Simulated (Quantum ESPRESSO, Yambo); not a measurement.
## GaN at -0.5 % isotropic strain: DFT and GW levels

```cif
data_Ga2N2
_chemical_formula_sum 'N2 Ga2'
_space_group_name_H-M_alt 'P 1'
_space_group_IT_number 1
_cell_length_a 3.16788
_cell_length_b 3.16788
_cell_length_c 5.16076
_cell_angle_alpha 90.000
_cell_angle_beta 90.000
_cell_angle_gamma 120.000
loop_
_space_group_symop_operation_xyz
  'x, y, z'
loop_
_atom_site_label
_atom_site_type_symbol
_atom_site_fract_x
_atom_site_fract_y
_atom_site_fract_z
_atom_site_occupancy
N1 N 0.66667 0.33333 0.87582 1
N2 N 0.33333 0.66667 0.37582 1
Ga1 Ga 0.66667 0.33333 0.49918 1
Ga2 Ga 0.33333 0.66667 0.99918 1
```

The PBEsol cell relaxed from Materials Project entry mp-804 was given an isotropic strain of -0.5 % on all lattice vectors, and the atoms were relaxed again.

Starting point: PBE (stringent potentials; Quantum ESPRESSO, PseudoDojo norm-conserving, 114 Ry, scalar-relativistic). G0W0 in Yambo: 6×6×2 Γ-centred k mesh, bands 9 to 215 and a 15 Ry block in the screening, 215 bands in G with the Bruneval-Gonze terminator, plasmon pole fitted at 27.2 eV.

```json
{
 "PBE gap along the band path": "2.06 eV",
 "PBE gap between the mesh's edge points (Γ → Γ)": "2.06 eV",
 "G0W0 gap between the same points": "3.05 eV"
}
```

```tsv
k point	band	E PBE (eV)	E QP (eV)	shift (eV)	Z
Γ	VB	0.00	-0.62	-0.62	0.79
Γ	CB	2.06	2.43	0.37	0.82
A	VB	-0.54	-1.23	-0.69	0.79
A	CB	4.39	4.95	0.56	0.82
H	VB	-1.50	-2.29	-0.78	0.79
H	CB	6.56	7.14	0.58	0.83
```

Energies count from the PBE valence-band maximum.

Convergence of the G0W0 settings was not tested.

Spin-orbit splittings are left out.
